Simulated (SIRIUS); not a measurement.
A self-consistent single point of Zr (Cmcm, 2 atoms in the cell; from Materials Project mp-131, changed as shown) with SIRIUS.

Method: PBEsol, GBRV PBEsol ultrasoft pseudopotentials (plane waves; SIRIUS).

The change in words: atom 2 moved by -0.04 angstrom along y. Reference geometry (P6_3/mmc):
```xyz
2
Lattice="3.2392 0.0000 0.0000 -1.6196 2.8053 0.0000 0.0000 0.0000 5.1722" Properties=species:S:1:pos:R:3 pbc="T T T"
Zr     0.0000     1.8702     1.2931
Zr     1.6196     0.9351     3.8792
```

Reference input (self-consistent single point, DFT, PBEsol, plane waves, GBRV PBEsol ultrasoft pseudopotentials): parameters.ngridk = 16 16 10; parameters.xc_functionals = [XC_GGA_X_PBE_SOL, XC_GGA_C_PBE_SOL]; parameters.gk_cutoff = 6.325 1/bohr; parameters.pw_cutoff = 14.143 1/bohr; parameters.smearing = cold; parameters.smearing_width = 0.00999582 Ha; potentials = GBRV PBEsol ultrasoft pseudopotentials; parameters.electronic_structure_method = pseudopotential; parameters.num_bands = 16; parameters.num_mag_dims = 0; parameters.num_dft_iter = 100; parameters.energy_tol = 1e-07 Ha. This run's input differs from it in these lines:

```diff
@@ -45,3 +45,3 @@
         [0.333333, 0.666667, 0.25],
-        [0.666667, 0.333333, 0.75]
+        [0.659538, 0.319074, 0.75]
       ]
```

The program printed (abridged):

```
[find] density tolerance         : 1e-06
[find] total energy tolerance    : 1e-07
[find] iter_solver_tol (initial) : 0.01
[find] iter_solver_tol (target)  : 1e-13
[find] num_dft_iter              : 100
Charges and magnetic moments
--------------------------------------------------------------------------------
total charge          : 24.000000
[find] | SCF iteration   0 out of 100|
[diagonalize] iterative solver tolerance (occupied, empty): 0.01 0.01
[diagonalize] average number of iterations: 1
[find_efermi_generic] Newton iteration converged after 3 steps
[find] Charges and magnetic moments
[find] total charge          : 24.000000
[find] Energy
[find] smearing (-TS)                 :      -0.00006749
[find] Total energy                   :     -99.12576408 (Ha),    -198.25152815 (Ry)
[find] Free energy (E-TS)             :     -99.12583157 (Ha),    -198.25166314 (Ry)
[find] band gap (eV)                  :       0.00000000
[find] Efermi                         :       0.51978455
[find] iteration : 0, RMS (target) : 2.0412e-01 (1.0000e-06) , energy difference (target) : -9.9126e+01 (1.0000e-07)
[find] bands are converged : true
[find] iterative solver converged : false
[find] | SCF iteration   1 out of 100|
[diagonalize] iterative solver tolerance (occupied, empty): 0.000173602 0.000173602
   [... lines left out ...]
[find] Charges and magnetic moments
[find] Free energy (E-TS)             :     -99.12961001 (Ha),    -198.25922002 (Ry)
[find] band gap (eV)                  :       0.00000000
[find] Efermi                         :       0.51024129
[find] Charges and magnetic moments
[find] Free energy (E-TS)             :     -99.13017772 (Ha),    -198.26035545 (Ry)
[find] band gap (eV)                  :       0.00000000
[find] Efermi                         :       0.50813335
[find] Charges and magnetic moments
[find] Free energy (E-TS)             :     -99.13018000 (Ha),    -198.26036000 (Ry)
   [... lines left out ...]
[ground_state] === stress_total ===
[ground_state]    44.610933    0.000000    0.000000
[ground_state]     0.000000   40.037617    0.000000
[ground_state]     0.000000    0.000000   42.473143
[ground_state] ==== total Forces in Ha/bohr =====
[ground_state] atom:    0, force:       0.0000000     -0.0007451      0.0000000
[ground_state] atom:    1, force:       0.0000000      0.0007451     -0.0000000
```

The run converged in 11 iterations. SIRIUS prints the stress tensor with tension positive. Against the reference run the free energy is nearly the same (within 1 meV/atom), the pressure moves little (-4.23 to -4.24 GPa) and the largest force goes from 0.000 to 0.038 eV/Å.

The structure comes from a collection of computed structures, made at another level of theory; the collection holds predicted forms beside known ones.

Cost on one core: roughly 100 core-seconds.

The gap that the log prints is read on the run's mesh, which can miss the band edges or a crossing.
